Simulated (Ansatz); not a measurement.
Relaxed SnTe (rock salt):

```
CELL_PARAMETERS angstrom
      0.00000     3.18510     3.18510
      3.18510     0.00000     3.18510
      3.18510     3.18510     0.00000
ATOMIC_POSITIONS crystal
  Te 0.00000 0.00000 0.00000
  Sn 0.50000 0.50000 0.50000
```

The numbers are results of r2SCAN (plane waves to 500 eV, PAW, scalar-relativistic; Ansatz, a first-principles code), not measurements. k mesh 7×7×7 (Γ-centred), Fermi-Dirac smearing 0.05 eV. SnTe was relaxed with its symmetry unable to fall. Spin-orbit coupling is left out, though Te is heavy.

One atom of the cell was then moved (with its periodic images), all else fixed, and the forces (eV/Å) came out as:

```
atom      Fx      Fy     Fz
----  ------  ------  -----
Te1    0.998   0.998  0.000
Sn2   -0.998  -0.998  0.000
```

With two atoms only their relative shift counts; take Te1 as fixed.

Which atom was moved, and by which vector (Å)?

Sn2, by (0.41, 0.41, 0.00), 0.58 Å in all.

(For displaced atoms, the force is minus the slope of the energy, and its curvature is a force constant, which sets phonon frequencies.)
